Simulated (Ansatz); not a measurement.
Relaxed Ir (fcc, Cu type):

```xyz
4
Lattice="3.8705 0.0000 0.0000 0.0000 3.8705 0.0000 0.0000 0.0000 3.8705" Properties=species:S:1:pos:R:3 pbc="T T T"
Ir     0.0000     0.0000     0.0000
Ir     1.9353     1.9353     0.0000
Ir     1.9353     0.0000     1.9353
Ir     0.0000     1.9353     1.9353
```

In each cell atom 3 (Ir, nearest neighbour Ir at 2.737 Å; its periodic images, 3.9 Å or more away, move with it) moves by s·(1.000, 0.000, 0.000) (along Cartesian x), the rest being held.

Method: PBE (plane waves to 420 eV, PAW, scalar-relativistic; Ansatz, a quantum-chemistry and plane-wave program). k mesh 10×10×10 (Γ-centred), Fermi-Dirac smearing 0.05 eV. Energies are smeared free energies. With partly filled bands, energies and forces of such displacements shift with the k mesh and the smearing. Ir is run without spin polarisation. Ir was relaxed with its symmetry unable to fall. Spin-orbit coupling is left out, though Ir is heavy. The PAW data are Ansatz's earlier set. The zero of ΔE is the undisplaced structure.

Successive frames, forces in eV/Å:

```csv
frame,ΔE (meV/cell),F on Ir1,F on Ir2,F on Ir3,F on Ir4
s = -0.440 Å,1409,"(-3.295, 0.000, 0.000)","(-0.528, 0.000, 0.000)","(7.118, 0.000, 0.000)","(-3.295, 0.000, 0.000)"
s = -0.330 Å,755,"(-2.252, 0.000, 0.000)","(-0.388, 0.000, 0.000)","(4.891, 0.000, 0.000)","(-2.252, 0.000, 0.000)"
s = -0.220 Å,323,"(-1.383, 0.000, 0.000)","(-0.240, 0.000, 0.000)","(3.006, 0.000, 0.000)","(-1.383, 0.000, 0.000)"
```

Question: What are the energy and the forces in the next frame, s = -0.110 Å?

Answer: ΔE (meV/cell) = 79.

```
atom      Fx     Fy     Fz
----  ------  -----  -----
Ir1   -0.683  0.000  0.000
Ir2   -0.088  0.000  0.000
Ir3    1.454  0.000  0.000
Ir4   -0.683  0.000  0.000
```

(A displaced cell: forces are minus the slopes of the energy, force constants its curvatures, and phonons follow from these.)
